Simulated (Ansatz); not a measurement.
B₆As:
Space group R-3m, hexagonal axes (No. 166); a = 6.123 Å, b = 6.123 Å, c = 11.844 Å, α = 90.00°, β = 90.00°, γ = 120.00°

```csv
atom,site,symmetry,x,y,z
B,18h,.m,0.2060,0.1030,0.1187
B,18h,.m,0.1503,0.3005,0.0279
As,6c,3m,0.0000,0.0000,0.3992
```
(The calculation used a cell of 14 atoms; values per cell refer to that cell.)

This is the PBEsol-relaxed structure.

All from PBEsol in the plane-wave PAW code Ansatz, unless another level is named. Predict the highest zone-centre frequency (without LO–TO term).

1017 cm⁻¹.

Predict the Debye temperature from the elastic constants.

1080 K.

Predict the vibrational entropy at 300 K.

8.1 J/(K·mol of atoms).

The workflow started from a Materials Project entry (that database holds measured and hypothetical structures alike); the Crystallography Open Database copy checked does not list it. Whether it is the stable phase at ambient conditions was not checked. Symmetry was held in the PBEsol relaxation; phonons on a q-mesh show no instability.

Potentials: the later of the program's two PAW sets.
